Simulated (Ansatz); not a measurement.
# Trial structures of Si2BiTe2: starts and ends

Method: DFT PBE, scalar-relativistic, plane waves, PAW in Ansatz 0.2.0. Settings: cutoff 420 eV, Γ-centred meshes spaced at most about 0.3 Å⁻¹, and about 0.25 Å⁻¹ or finer for metals (2π included), Gaussian smearing. No spin polarisation in the final relaxations.

Each guess was relaxed in cell and atoms at zero pressure, within the symmetry of its start. All energies are static (0 K, no zero-point motion). Coordination counts Te atoms around Bi and Si (those within 1.25 times the shortest such distance or 1.15 times the sum of covalent radii, 1.27 where that leaves under three; the shortest distance is added where it exceeds 1.18 times the sum of covalent radii).

| guess | made from | start group | V start (Å³/atom) | end group | V end (Å³/atom) | coordination at the end | gap on mesh (eV) | E over the lowest end (meV/atom) |
| --- | --- | --- | --- | --- | --- | --- | --- | --- |
| 1 | random cell | I4/mmm | 25.6 | ? | ? | ? | ? | ? |
| 2 | random cell | P4/mmm | 31.7 | P4/mmm | 31.7 | Si 2, Bi 4 from 3.7 Å | 0 | 916 |
| 3 | YbAl2Ge2 type | P-3m1 | 30.0 | P-3m1 | 29.2 | Si 1, Bi 6 | 0 | 0 |
| 4 | random cell | P4/mmm | 29.4 | P4/mmm | 41.7 | Si 1, Bi 4 | 0 | 819 |
| 5 | random cell | P6/mmm | 28.0 | P6/mmm | 27.2 | Si 2, Bi 12 from 4.2 Å | 0 | 381 |

Guess 1 as it starts:

```cif
data_structure
_symmetry_space_group_name_H-M 'I4/mmm'
_symmetry_Int_Tables_number 139
_cell_length_a 6.4042
_cell_length_b 6.4042
_cell_length_c 6.2493
_cell_angle_alpha 90.000
_cell_angle_beta 90.000
_cell_angle_gamma 90.000
_cell_volume 256.30
loop_
_atom_site_label
_atom_site_type_symbol
_atom_site_symmetry_multiplicity
_atom_site_Wyckoff_symbol
_atom_site_fract_x
_atom_site_fract_y
_atom_site_fract_z
_atom_site_occupancy
Si1 Si 4 e 0.00000 0.00000 0.17448 1
Bi1 Bi 2 b 0.00000 0.00000 0.50000 1
Te1 Te 4 c 0.00000 0.50000 0.00000 1
```

Question: Predict the end of this guess and its energy over the lowest end.

Answer: It ends in space group I4/mmm (No. 139), with a = 6.057 Å, c = 8.356 Å, 30.7 Å³/atom and no gap. It lies 0.36 eV/atom over the lowest end, above guess 3 and below guess 5. The shortest distance is 2.26 Å (Si–Si) in this end and 2.44 Å (Si–Si) in the lowest (guess 3). This end holds Si–Si pairs (shortest 2.26 Å); the lowest (guess 3) holds Si–Si nets (shortest 2.44 Å).

```xyz
5
Lattice="-3.0287 3.0287 4.1781 3.0287 -3.0287 4.1781 3.0287 3.0287 -4.1781" Properties=species:S:1:pos:R:3 pbc="T T T"
Si    0.0000    0.0000    1.1303
Si    0.0000    0.0000    7.2258
Bi    0.0000    0.0000    4.1781
Te    0.0000    3.0287    0.0000
Te    3.0287    0.0000    0.0000
```

The zero of energy is the elements' standard structures at the same level; no fitted shifts are applied.

Question: Is the lowest end bound against the elements?

Answer: No: its formation energy is +0.11 eV/atom. It can't be a ground state, since the elements alone are lower.

Spin–orbit coupling, which can matter for Bi and Te, is left out. In P-3m1, I4/mmm, P6/mmm, P4/mmm at 41.7 Å³/atom, P4/mmm at 31.7 Å³/atom an odd number of electrons in the primitive cell allows no gap without spin; a larger cell or a magnetic state could open one. A magnetic state wasn't ruled out in cells without spin, among them P-3m1, I4/mmm, P6/mmm, P4/mmm at 41.7 Å³/atom, P4/mmm at 31.7 Å³/atom. The reference form of Te is held partly by dispersion forces, which this level lacks. Cells relaxed within their symmetry can be saddle points. A lower structure may well exist outside this small set. Some candidate types were left out of the draw beforehand, so a known form may be missing.
